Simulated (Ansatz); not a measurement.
# Al2O3 (P-3m1), stationary points along a deformation path

Method: Ansatz, DFT LDA, scalar-relativistic, plane waves, PAW. The runs took a 420 eV cutoff, a Γ-centred 12×12×4 mesh and Gaussian smearing (0.05 eV). No spin polarisation. Energies are free energies at this smearing, counted from the undisturbed cell; pressure is positive in compression.

Reference structure (as given, not relaxed at this level; it stands at -8.3 GPa; this form isn't the usual structure):

```
CELL_PARAMETERS angstrom
3.01748 0.00000 0.00000
-1.50874 2.61322 0.00000
0.00000 0.00000 7.57464
ATOMIC_POSITIONS crystal
Al 0.00000 0.00000 0.27795
Al 0.00000 0.00000 0.72205
O 0.33333 0.66667 0.19945
O 0.66667 0.33333 0.80055
O 0.00000 0.00000 0.50000
```

The cell holds layers and no dispersion correction was added, so their binding is poorly described.

At fixed volume and fractional coordinates, lengths along (0.000, 0.000, 1.000) are scaled against those across it; ρ is that ratio over its starting value. V = 11.946 Å³/atom. Δσ is the stress along the axis less the mean stress across it (compression positive).

```csv
ρ,ΔE (meV/atom),Δσ (GPa),space group
0.800,651.5,127.95,P-3m1
0.850,329.6,86.67,P-3m1
0.920,81.7,40.69,P-3m1
0.960,18.9,18.99,P-3m1
1.000,0.0,-0.08,P-3m1
1.050,25.8,-20.80,P-3m1
1.100,94.8,-38.55,P-3m1
1.200,324.1,-66.21,P-3m1
1.300,624.0,-83.19,P-3m1
```

Task: How does the stress give the slope of the energy, and where is the energy stationary?

Result: Along the path d ln(length) is 2/3 d ln ρ on the axis and −1/3 d ln ρ across it, so dE/d ln ρ = −(2/3) V Δσ: the energy falls with ρ where Δσ is positive. Δσ vanishes or changes sign between ρ = 0.960 and 1.000, a minimum (near 1.00 by linear interpolation). Pairs of stationary points between two samples would go unseen, and could change a minimum read from distant neighbours into a maximum.

Task: Integrate that slope from ρ = 1 to 0.850 by the trapezoid rule.

Result: With V/N in Å³ and 1 eV/Å³ = 160.2 GPa the slopes at ρ = 1.000, 0.960, 0.920, 0.850 are 4, -944, -2022, -4308 meV/atom per unit of ln ρ. The steps add 19.2 + 63.1 + 250.5 = 332.8 meV/atom, against 329.6 from the energies; the trapezoid rule misses the curvature of the slope within each step.

Forces appear on the atoms along this scan, and letting them relax would lower the energy and soften the response. The gap closes along the scan, which can put kinks into the curve.